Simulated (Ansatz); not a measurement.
ReW:
```xyz
2
Lattice="3.1469 0.0000 0.0000 0.0000 3.1469 0.0000 0.0000 0.0000 3.1469" Properties=species:S:1:pos:R:3 pbc="T T T"
W      0.0000     0.0000     0.0000
Re     1.5735     1.5735     1.5735
```

Relaxed with PBE. Special points in fractions of this cell's reciprocal vectors: Γ (0.000, 0.000, 0.000); X (0.000, 0.500, 0.000); M (0.500, 0.500, 0.000); R (0.500, 0.500, 0.500).

Q: List the band energies nearest the Fermi level at these points for plane-wave PAW PBE with spin–orbit coupling (Ansatz code).

A: In eV from the Fermi level; about four levels below and three above (degenerate sets whole), none deeper than 8.9 eV; points with the same levels are listed once.

```tsv
k	below	above
Γ	-2.35 -2.35 -2.35 -2.35 -1.79 -1.79	1.40 1.40 1.40 1.40
X	-0.73 -0.73 -0.05 -0.05	1.09 1.09 2.03 2.03
M	-0.02 -0.02 -0.01 -0.01	0.88 0.88 1.27 1.27
R	-3.40 -3.40 -3.40 -3.40	1.62 1.62 1.62 1.62
```

Space group Pm-3m (CsCl type). The cell is a constructed one: a structure type filled with these elements; neither database checked (COD, Materials Project) lists it. Its standing as an ambient phase is unchecked. The PBE relaxation kept the symmetry of its start; whether a distortion lowers the energy is not shown. No spin polarisation was allowed.

Potentials: the earlier of the program's two PAW sets.
